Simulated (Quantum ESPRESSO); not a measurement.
Inputs of pw.x and gipaw.x (a modified build of Quantum ESPRESSO, PBE) for Na₄I₃Br; the starting potential comes from an earlier run on another mesh:

```
&CONTROL
  calculation = 'scf'
  prefix = 'x'
  pseudo_dir = './pseudo'
  outdir = './out'
  tprnfor = .true.
/
&SYSTEM
  ibrav = 0
  nat = 8
  ntyp = 3
  ecutwfc = 60
  ecutrho = 240
  occupations = 'fixed'
  nbnd = 32
/
&ELECTRONS
  conv_thr = 1e-11
  startingpot = 'file'
/
ATOMIC_SPECIES
Na 22.990 Na.GGA_PBE-JTH.UPF
Br 79.904 Br.GGA_PBE-JTH.UPF
I 126.904 I.GGA_PBE-JTH.UPF
CELL_PARAMETERS angstrom
    6.408007214000     0.000000000000     0.000000000000
    0.000000000000     6.408007214000     0.000000000000
    0.000000000000     0.000000000000     6.408007214000
ATOMIC_POSITIONS crystal
Na     0.000000000000     0.000000000000     0.000000000000
Br     0.500000000000     0.000000000000     0.000000000000
Na     0.000000000000     0.500000000000     0.500000000000
I      0.500000000000     0.500000000000     0.500000000000
Na     0.500000000000     0.000000000000     0.500000000000
I      0.000000000000     0.000000000000     0.500000000000
Na     0.500000000000     0.500000000000     0.000000000000
I      0.000000000000     0.500000000000     0.000000000000
K_POINTS automatic
3 3 3 1 1 1
```

```
&INPUTGIPAW
  job = 'nmr'
  prefix = 'x'
  tmp_dir = './out/'
  restart_mode = 'from_scratch'
  pawproj(1) = .true.
  pawproj(2) = .true.
  pawproj(3) = .true.
  use_nmr_macroscopic_shape = .false.
/
```

The cell was made here from a computed Materials Project entry: one of 4 I replaced by Br, cell and atoms relaxed (PBE without dispersion, pw.x of Quantum ESPRESSO, symmetry kept). The parent is NaI in Fm-3m. The swapped cell is a model, not a known phase. Stability against distortions was not tested.

Problem. Give the final section of the GIPAW output.

Solution. 
```
     Total NMR chemical shifts in ppm: ---------------------------------------
     (adopting the Simpson convention for anisotropy and asymmetry)-----------

     Atom  1  Na  pos: (  0.000000  0.000000  0.000000)  Total sigma:         547.47
           542.0590         -0.0000         -0.0000
            -0.0000        550.1795          0.0000
            -0.0000         -0.0000        550.1795

     Na      1    anisotropy:     -8.12    eta:    0.0000

     Atom  2  Br  pos: (  0.500000  0.000000  0.000000)  Total sigma:        2691.28
          2691.2843          0.0000         -0.0000
             0.0000       2691.2843          0.0000
            -0.0000          0.0000       2691.2843

     Br      2    anisotropy:     -0.00    eta:    0.0000

     Atom  3  Na  pos: (  0.000000  0.500000  0.500000)  Total sigma:         541.86
           541.8561         -0.0000         -0.0000
            -0.0000        541.8561          0.0000
            -0.0000          0.0000        541.8561

     Na      3    anisotropy:     -0.00    eta:    0.0000

     Atom  4  I   pos: (  0.500000  0.500000  0.500000)  Total sigma:        4876.44
          4945.0945          0.0000          0.0000
             0.0000       4842.1108          0.0000
            -0.0000          0.0000       4842.1108

     I       4    anisotropy:    102.98    eta:    0.0000

     Atom  5  Na  pos: (  0.500000  0.000000  0.500000)  Total sigma:         547.47
           550.1795         -0.0000         -0.0000
            -0.0000        550.1795          0.0000
             0.0000          0.0000        542.0590

     Na      5    anisotropy:     -8.12    eta:    0.0000

     Atom  6  I   pos: (  0.000000  0.000000  0.500000)  Total sigma:        4876.44
          4842.1108          0.0000          0.0000
             0.0000       4945.0945          0.0000
            -0.0000          0.0000       4842.1108

     I       6    anisotropy:    102.98    eta:    0.0000

     Atom  7  Na  pos: (  0.500000  0.500000  0.000000)  Total sigma:         547.47
           550.1795         -0.0000         -0.0000
            -0.0000        542.0590         -0.0000
            -0.0000          0.0000        550.1795

     Na      7    anisotropy:     -8.12    eta:    0.0000

     Atom  8  I   pos: (  0.000000  0.500000  0.000000)  Total sigma:        4876.44
          4842.1108          0.0000         -0.0000
             0.0000       4842.1108          0.0000
             0.0000          0.0000       4945.0945

     I       8    anisotropy:    102.98    eta:    0.0000
```
The printed anisotropy is 3/2 (σ_33 − σ_iso) in the program's own order; the axes are left out here. Anisotropies that symmetry doesn't fix are less certain than the isotropic values. Shieldings are absolute and leave out the bulk-susceptibility term; a larger σ means a smaller chemical shift. By our sweeps, such settings leave a few ppm in absolute σ on light atoms and up to some 20 ppm from Zn on. Spin–orbit coupling is left out; its weight grows with the heaviest atom, I here. The datasets of Na, Br, I hold no d projectors, which limits absolute σ on these atoms.
